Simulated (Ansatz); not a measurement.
**NaFeF$_{3}$, several self-consistent solutions**

```
Na Fe F
1.0
     1.56887   -5.10435    0.00000
     1.56887    5.10435    0.00000
     0.00000    0.00000    7.45875
Na Fe F
2 2 6
Direct
  0.25430 0.74570 0.25000
  0.74570 0.25430 0.75000
  0.00000 0.00000 0.00000
  0.00000 0.00000 0.50000
  0.91580 0.08420 0.25000
  0.08420 0.91580 0.75000
  0.37220 0.62780 0.94370
  0.62780 0.37220 0.44370
  0.62780 0.37220 0.05630
  0.37220 0.62780 0.55630
```

Method: r2SCAN in Ansatz 0.2.0, PAW datasets, plane waves to 500 eV, 7×7×3 Γ-centred mesh, fermi-dirac occupations of width 0.050 eV. The atoms are fixed and numbered as listed; spin is collinear, without spin-orbit coupling.

Different starts of the self-consistent cycle ended in different solutions. Their moments in μB:

```tsv
state	Fe3	Fe4	other atoms together	size of the net moment a cell
A	3.46	-3.46	0.00	0.00
B	0.00	0.00	0.00	0.00
C	3.46	3.46	0.44	8.00
```

Site moments are taken in small spheres that don't touch (radius about 0.4 of the atom's shortest bond), so those of the magnetic atoms read low, and they needn't add up to the net moment. State B was run without spin polarisation.

Question: Which state has the lowest energy at zero smearing, and how far up are the others?

Answer: State A (antiparallel, compensated) is lowest; C (parallel moments) lies 2.9 meV above it, B (without moments) lies 368 meV above it, all counted an atom of the cell.

Question: Which states have a gap on the mesh, and what pressure does each exert on this cell?

Answer: A: gap 1.14 eV, -1.3 GPa; B: gap 1.78 eV, -11.5 GPa; C: gap 0.95 eV, -1.1 GPa (positive in compression). Moments take up room: without them the pressure is lower, so that state wants a smaller cell.

Question: What do states C and A say about the exchange?

Answer: Between C and A the moments keep their size (3.46 against 3.46 μB in the mean), so the difference mostly measures the exchange between the flipped sites: the antiparallel order gains 14 meV for each Fe atom. The nearest flipped pair stands 3.73 Å apart. Flipped pairs are linked through F; the widest Fe–F–Fe angle among the nearer links is 131°, at 3.73 Å between the metal atoms.

Question: What does magnetism gain here?

Answer: 368 meV an atom of the cell, or 1840 meV for each Fe atom, against state B, which has none. A run without spin would miss this and give wrong energies and forces. That state isn't the paramagnet, which keeps its moments, so this is no ordering energy.

The cell is that of a Crystallography Open Database entry, unchanged.

Caveats: only orders that fit this cell and collinear spins were tried, so the true order may need a larger cell or canted moments; atoms and cell are not relaxed, and each state would relax in its own way; semilocal functionals without U often misplace the states of 3d oxides, halides and chalcogenides; one start a pattern, so a lower state of the same pattern may exist; the nearest magnetic pairs stand parallel in every state found, so their coupling isn't measured.
